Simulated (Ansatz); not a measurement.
Values for one crystal, relaxed and computed with PBEsol in the plane-wave PAW code Ansatz; other levels are named.

| Property | Value |
|---|---|
| Volume per atom | 9.87 Å³ |
| Band gap | 0.57 eV (smallest direct gap 0.57 eV) |
| Young's modulus | 362 GPa |
| Pressure derivative B′ | 4.5 |
| Elastic constants (relaxed ions, GPa) | C11 = 639, C22 = 474, C33 = 408, C12 = 207, C13 = 230, C23 = 181, C44 = 81.2, C55 = 131, C66 = 228 |
| Hole effective mass | 0.48, 0.60, 2.2 mₑ (principal values) |
| Valence-band maximum | on the Y–Γ line, 73 % of the way from Y (k = 0.000, 0.135, 0.000 in fractions of the reciprocal vectors) |

Task: Which compound is it?
A) NbCuN2, R-3m (Nb on 3b, Cu on 3a, N on 6c)
B) HfS2, Pca2_1 (Hf on 4a, S on 4a, S on 4a)
C) WN2, Pca2_1 (W on 4a, N on 4a, N on 4a)
D) BN, zinc blende

Result: C, WN2, Pca2_1 (W on 4a, N on 4a, N on 4a)

The start of the workflow was typed in or built on a structure type; neither database checked (COD, Materials Project) lists it. Its standing as an ambient phase is unchecked. The cell was relaxed with PBEsol under the symmetry of its start; whether a distortion lowers the energy is not shown. The workflow began spin-polarised and lost its moments. Scalar-relativistic: spin–orbit coupling is off unless named, which matters more the heavier the elements.

Potentials: the earlier of the program's two PAW sets. The files were generated under PBE; for other functionals the program regenerates the frozen cores, and for LDA and PBEsol the local potential too.
